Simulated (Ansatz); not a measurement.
Consider the following.

CoW:
```
CoW
1.0
    0.00000     2.40986     2.40986
    2.40986     0.00000     2.40986
    2.40986     2.40986     0.00000
Co W
1 1
Direct
  0.00000   0.00000   0.00000
  0.50000   0.50000   0.50000
```

This is the PBEsol-relaxed structure.

Problem. All from PBEsol in the plane-wave PAW code Ansatz, unless another level is named. Give the density of states at the Fermi level.

Solution. 1.5 states/eV per atom (mean over ±0.08 eV).

Problem. And the formation energy from the elements (no fitted shifts)?

Solution. 0.85 eV/atom.

Space group Fm-3m (rock salt). The start of the workflow was typed in or built on a structure type; neither database checked (COD, Materials Project) lists it. Whether it is the stable phase at ambient conditions was not checked. The PBEsol relaxation kept the symmetry of its start. At this level the phase is mechanically unstable. The workflow began spin-polarised and lost its moments. Its formation energy is positive at this level, so the cell may be metastable or incomplete. The references are the lowest solids computed at this level, not always the standard phases. Scalar-relativistic: spin–orbit coupling is off unless named, which matters more the heavier the elements.

Potentials: the later of the program's two PAW sets.
